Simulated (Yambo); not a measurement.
SiO$_{2}$: sweep of GW parameters

G0W0@LDA for SiO2 (α-quartz, space group P3_221, No. 154) in Yambo. Reference settings: 3×3×4 Γ-centred k mesh, 213 bands and a 8 Ry block in the screening, 213 bands in G with the Bruneval-Gonze terminator, plasmon pole fitted at 27.2 eV. The LDA gap K → Γ on this mesh is 5.76 eV; G0W0 gaps are taken between the same points.

```
change from the reference      G0W0 gap K → Γ (eV)  shift of the valence edge (eV)
-----------------------------  -------------------  ------------------------------
reference settings                            8.86                           -1.78
80 bands in W, 80 bands in G                  8.95                           -1.60
pole fitted at 15 eV                          8.81                           -1.71
136 bands in G, no terminator                 8.67                           -1.40
```

The reference isn't shown to be the converged limit.

Geometry of the Materials Project entry, not relaxed at this level; primitive cell a = b = 4.917 Å, c = 5.432 Å, α = β = 90.00°, γ = 120.00°.

A shift is the quasiparticle energy of the state minus its LDA energy.
